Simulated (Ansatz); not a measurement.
Relaxing a structure of TaSi2

The start is a relaxed TaSi2 cell, doubled along one cell vector, shaken by Gaussian noise of σ = 0.08 Å a coordinate. The cell and all atomic positions are relaxed at zero pressure with PBEsol (plane waves to 420 eV, PAW, scalar-relativistic; Ansatz, a quantum-chemistry and plane-wave program). First-step values are on the input's coarse k-mesh.

Ansatz input (later rounds restart from its end on a renewed k-mesh):
Ansatz 0.2 input:
```yaml
crystal:
  lattice:
    - [5.5910363801, 0, 0]
    - [0, 5.5910363801, 0]
    - [0, 0, 11.1820727602]
  atoms:
    - { symbol: Si, position: [0.7350959248, 0.7483639662, 0.3731290107] }
    - { symbol: Si, position: [0.7758078579, 0.7433130642, 0.8783815179] }
    - { symbol: Si, position: [0.2424954265, 0.2712124961, 0.3917972737] }
    - { symbol: Si, position: [0.2777029207, 0.2687645129, 0.8652928585] }
    - { symbol: Si, position: [0.2811902995, 0.7381578244, 0.1132258593] }
    - { symbol: Si, position: [0.2781284546, 0.7625321014, 0.6178114718] }
    - { symbol: Si, position: [0.7431080563, 0.2532677561, 0.1134777954] }
    - { symbol: Si, position: [0.7810567115, 0.2509282233, 0.640035698] }
    - { symbol: Ta, position: [0.4833322514, 0.5205365547, 0.2496282912] }
    - { symbol: Ta, position: [0.5145211413, 0.5379370748, 0.739460571] }
    - { symbol: Ta, position: [0.019374038, -0.0021434547, -0.0057499071] }
    - { symbol: Ta, position: [0.0140066476, -0.0301290885, 0.5040450784] }
basis: { ecutwfc: 420, ecutrho_ratio: 4, xc_grid: 2, fft_grid_basis: typed }
kpoints: { mp_grid: { grid: [4, 4, 2] } }
hamiltonian:
  xc: pbesol
  dispersion: none
  pseudopotentials: { kind: paw }
scf: { occupations: { method: fermi_dirac, width: 0.05 } }
relax: { f_tol: 0.01, max_steps: 100, cell: { stress_tol: 0.02 } }
output: { forces: true, stress: true }
```

How much energy is released per atom?

1.86 eV/atom.

How does the volume change?

-47.1 %, from 29.13 to 15.42 Å³/atom.

Does it find its way back to the structure it was made from?

It does not go back: it reaches P1 (No. 1), 1.79 eV/atom below the parent.

How do the shortest distances between atoms change?

The closest pairs of elements (up to four, under 3.6 Å), start → end: Si–Ta 2.25 → 2.43 Å; Si–Si 3.74 → 2.35 Å; Ta–Ta 4.53 → 2.94 Å.

What band gap does the relaxed structure have at this level?

Zero (metallic).

Give the final cell and atomic positions.


```
CELL_PARAMETERS angstrom
      4.87112     0.00000     0.00000
     -0.16769     4.86978     0.00000
     -0.82176    -2.39948     7.79843
ATOMIC_POSITIONS crystal
  Si 0.75714 0.91862 0.66568
  Si 0.03594 0.38013 0.89314
  Si 0.20978 0.93640 0.51494
  Si 0.15450 0.08127 0.26278
  Si 0.31054 0.90975 0.82399
  Si 0.46775 0.46166 0.44143
  Si 0.39766 0.70416 0.05871
  Si 0.77528 0.39062 0.20723
  Ta 0.51583 0.35729 0.74773
  Ta 0.67190 0.91061 0.35323
  Ta 0.85184 0.92572 0.97610
  Ta 0.99767 0.48047 0.57450
```

Final values are on a 10×10×6 k-mesh of the relaxed cell. No spin polarisation in the result.

The relaxed structure here is a generated cell of TaSi2: the first start was made by a random draw of sites in a space group, and the end was not matched to a known phase here, so it may be hypothetical. Known forms of TaSi2 include space group No. 181.
